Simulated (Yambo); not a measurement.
G0W0@PBEsol for a free-standing WS₂ monolayer (symmetry P-6m2, slab cell 16.1 Å high) in Yambo. Reference settings: 6×6×1 Γ-centred k mesh, bands 5 to 192 and a 7 Ry block in the screening, 192 bands in G with the Bruneval-Gonze terminator, plasmon pole fitted at 27.2 eV, slab-truncated Coulomb interaction, stochastic integration of W near q = 0. The PBEsol gap K → (0.167, 0.167) on this mesh is 1.67 eV; G0W0 gaps are taken between the same points.

The settings were changed. The gap went from 2.41 eV to 2.41 eV, and the shift of the valence edge from -0.05 eV to 0.08 eV.

### Question
What was changed between the two runs?
(A) 124 bands in W, 124 bands in G
(B) 124 bands in G, no terminator
(C) 6 Ry block
(D) no stochastic integration of W

### Answer
A, 124 bands in W, 124 bands in G. The others gave (gap, valence shift): 6 Ry block: 2.40, -0.01 eV; 124 bands in G, no terminator: 2.42, 0.40 eV; no stochastic integration of W: 3.85, -0.76 eV.

Spin-orbit coupling is included.

Geometry relaxed with PBEsol; primitive cell a = b = 3.146 Å, c = 16.100 Å, α = β = 90.00°, γ = 120.00°.

A shift is the quasiparticle energy of the state minus its PBEsol energy.
